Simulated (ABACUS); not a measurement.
ABACUS run on SnO2 (P4_2/mnm, 6 atoms in the cell; from Materials Project mp-856): self-consistent single point.

Level of theory: PBE, PseudoDojo 0.5 standard norm-conserving PBE (tails mended) pseudopotentials (plane waves; ABACUS).

```
SnO2
1.0
    4.76482     0.00000     0.00000
    0.00000     4.76482     0.00000
    0.00000     0.00000     3.20750
Sn O
2 4
Direct
  0.50000   0.50000   0.50000
  0.00000   0.00000   0.00000
  0.19403   0.80597   0.50000
  0.80597   0.19403   0.50000
  0.69403   0.69403   0.00000
  0.30597   0.30597   0.00000
```

Reference input (self-consistent single point, DFT, PBE, plane waves, PseudoDojo 0.5 standard norm-conserving PBE (tails mended) pseudopotentials): KPT = Gamma 7 7 10 0 0 0; basis_type = pw; ecutwfc = 84 Ry; smearing_method = fd; smearing_sigma = 0.000734986 Ry; potentials = PseudoDojo 0.5 standard norm-conserving PBE (tails mended); symmetry = 1; ks_solver = dav_subspace; scf_nmax = 100; scf_thr = 1.0e-09 Ry; mixing_type = broyden; mixing_beta = 0.7. This run's input differs from it in these lines:

```diff
@@ -50,3 +50,3 @@
 Gamma
-7 7 10 0 0 0
+2 2 2 0 0 0
```

Output (repeated stretches shortened):

```
 SELF-CONSISTENT
 -------------------------------------------
                                 init_chg = atomic

 PW ALGORITHM --------------- ION=   1  ELEC=   1--------------------------------

 Density error is 1.60560405548
                          Error Threshold = 0.01
 E_KohnSham     -447.0337370535      -6082.2060221608
 E_Fermi        0.7126675031         9.6963388213

 PW ALGORITHM --------------- ION=   1  ELEC=   2--------------------------------

 Density error is 0.952108103576
                          Error Threshold = 0.00308770010669
 E_KohnSham     -447.4733485005      -6088.1872427471
   [... lines left out ...]

 Density error is 2.47233450263e-09
                          Error Threshold = 9.11534629133e-11
 E_KohnSham     -447.6778156069      -6090.9691604469
 E_Fermi        0.7579045771         10.3118207888

 PW ALGORITHM --------------- ION=   1  ELEC=   9--------------------------------

 Density error is 5.01343344027e-11
                          Error Threshold = 4.75448942813e-12
 E_KohnSham     -447.6778156074      -6090.9691604540
 E_KS(sigma->0) -447.6778156074      -6090.9691604540
 E_entropy(-TS) -0.0000000000        -0.0000000000
 E_Fermi        0.7579071605         10.3118559383
 charge density convergence is achieved
 final etot is -6090.9691605 eV
 EFERMI = 10.311855938 eV

 STATE ENERGY(eV) AND OCCUPATIONS    NSPIN == 1
   [... 33 lines left out ...]

 TOTAL-FORCE (eV/Angstrom)
                       Sn1         0.0000000000         0.0000000000         0.0000000000
                       Sn2         0.0000000000         0.0000000000         0.0000000000
                        O1         0.0805517089        -0.0805517089         0.0000000000
                        O2        -0.0805517089         0.0805517089         0.0000000000
                        O3         0.0805517089         0.0805517089         0.0000000000
                        O4        -0.0805517089        -0.0805517089         0.0000000000

 TOTAL-STRESS (KBAR)
        42.9538394699         0.0000000000         0.0000000000
         0.0000000000        42.9538394699         0.0000000000
         0.0000000000         0.0000000000       109.8062222326
 TOTAL-PRESSURE: 65.237967 KBAR

 --------------------------------------------
 !FINAL_ETOT_IS -6090.9691604539539185 eV
 --------------------------------------------
```

The run converged in 9 iterations. Against the reference run the free energy rises by 89.5 meV/atom, the pressure stays near 6.52 GPa while the zz stress (positive for compression) goes from 7.38 to 10.98 GPa and the largest force goes from 0.018 to 0.114 eV/Å.

This run is one point of a test of settings, so its values need not be converged; read them against the reference run alone. The structure comes from a collection of computed structures, made at another level of theory; the collection holds predicted forms beside known ones.

Cost on one core: about 23 core-seconds (a rough figure).

“Tails mended”: in these copies of the files the far tail of each local potential was reset to the Coulomb form.
